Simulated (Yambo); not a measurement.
Yambo run on Ba2H3I (space group P-3m1, No. 164). The wavefunctions are LDA (pw.x of Quantum ESPRESSO, ONCV potentials, without SOC) ones on a 3×3×2 mesh (15 occupied bands); a = 4.5364 Å, b = 4.5364 Å, c = 8.1196 Å, α = 90.00°, β = 90.00°, γ = 120.00°.

Yambo input:

```
rim_cut
gw0
dyson
el_el_corr
HF_and_locXC
ppa
em1d
RandQpts= 1000000
RandGvec= 1 Ry
EXXRLvcs= 74 Ry
VXCRLvcs= 296 Ry
Chimod= "HARTREE"
% BndsRnXp
 1 | 135 |
%
NGsBlkXp= 3 Ry
% LongDrXp
 1.0 | 1.0 | 1.0 |
%
PPAPntXp= 27.2114 eV
% GbndRnge
 1 | 135 |
%
GTermKind= "BG"
DysSolver= "n"
ExtendOut
% QPkrange
 2 | 2 | 15 | 16 |
 4 | 4 | 16 | 16 |
%
```

k points by index: 2 = A, 4 = (0, 0.333, -0.5).

Table of the .qp output:

```
#    K-point    Band    Eo [eV]    E [eV]    E-Eo [eV]    Vxc [eV]    Vnlxc [eV]    Sc|Eo [eV]    Sc|E [eV]    dSc/dw|Eo [eV]    Re(Z)    Im(Z)
#
    2    15    0.000000    -0.695093    -0.695093    -10.64135    -13.21257    1.697236    1.876135    -7.002401    0.795331    -0.001573
    2    16    2.408710    3.139576    0.730867    -9.172913    -4.671251    -3.613834    -3.770796    -5.842848    0.823232    -0.001352
    4    16    2.311481    2.969270    0.657789    -8.462413    -4.107214    -3.559495    -3.697410    -5.704100    0.826703    -0.001331
```
(The two width columns are left out.) Convergence of these settings isn't established.

Geometry of the Materials Project entry, not relaxed at this level.

The structure is a Materials Project entry; no match was found in the copy of COD used, and its stability was not checked.
